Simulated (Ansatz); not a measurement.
SiC: computed property card

SiC:
```xyz
6
Lattice="3.0850 0.0000 0.0000 -1.5425 2.6716 0.0000 0.0000 0.0000 7.0618" Properties=species:S:1:pos:R:3 pbc="T T T"
Si    -0.7712     1.3358     2.3539
Si     0.7712     1.3358     4.7079
Si     1.5425     0.0000     0.0000
C     -0.7712     1.3358     5.8848
C      0.7712     1.3358     1.1770
C      1.5425     0.0000     3.5309
```

Space group P6_422 (No. 181); conventional cell a = b = 3.0850 Å, c = 7.0618 Å, α = β = 90.00°, γ = 120.00°.

Method: PBE (plane waves, PAW; program Ansatz). Geometry: relaxed at this level of theory. Other levels are named where they apply.

### Cell and energy

```yaml
volume_per_atom: 9.70 Å³
density: 3.43 g/cm³
Formation energy from the elements (no fitted shifts): 0.36 eV/atom
```

### Electronic structure

```yaml
band_gap: 0.87 eV (indirect)
valence_band_maximum: at Γ
conduction_band_minimum: at M (3 equivalent valleys)
smallest_direct_gap_on_the_standard_path: 3.00 eV
electron_effective_mass: 0.17, 0.45, 0.77 mₑ (principal values)
Weight of the conduction-edge state by species (Voronoi cells): Si 59 %, C 41 %
hole_effective_mass: 0.39, 0.39, 3.6 mₑ (principal values)
Weight of the valence-edge state by species (Voronoi cells): C 77 %, Si 23 %
```

### Mechanics

```yaml
Bulk modulus (Birch–Murnaghan fit): 2190 kbar
Pressure derivative B′: 4.0
```

The start of the workflow was typed in or built on a structure type; neither database checked (COD, Materials Project) lists it. It is not the phase usual at ambient conditions (space group No. 186, 216). The PBE relaxation kept the symmetry of its start; whether a distortion lowers the energy is not shown. Its formation energy is positive at this level, so the cell may be metastable or incomplete. The references are the lowest solids computed at this level, not always the standard phases.

Potentials: the later of the program's two PAW sets.
